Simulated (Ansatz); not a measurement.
B3HN3 in space group Cmc2_1 (No. 36; Pearson symbol oS28), plane-wave PAW r²SCAN+D4 (Ansatz code), all energies at zero smearing, with the estimated change up to a 700 eV cutoff added, with one set of potentials and settings (totals compare only within such a set). Cell of 14 atoms (6 N, 6 B, 2 H): -3293.158 eV.

```csv
element,reference phase,E (eV/atom)
N,"Pa-3, 8 atoms in the cell",-384.8553
B,"R-3m, 12 atoms in the cell",-156.6448
H,"Cmce, 4 atoms in the cell",-15.9523
```

Formation energy per atom, worked out: (-3293.158 − 6×(-384.8553) − 6×(-156.6448) − 2×(-15.9523))/14 = -0.875 eV/atom (-84 kJ per mol of atoms), at 0 K, without zero-point energy or fitted corrections.

The cell is a constructed one: a structure type filled with these elements; neither database checked (COD, Materials Project) lists it. Its standing as an ambient phase is unchecked. The cell was relaxed with r²SCAN+D4 under the symmetry of its start; whether a distortion lowers the energy is not shown. The workflow began spin-polarised and lost its moments. The references are the lowest solids computed at this level, not always the standard phases (solids in place of the gases).

Potentials: the later of the program's two PAW sets.
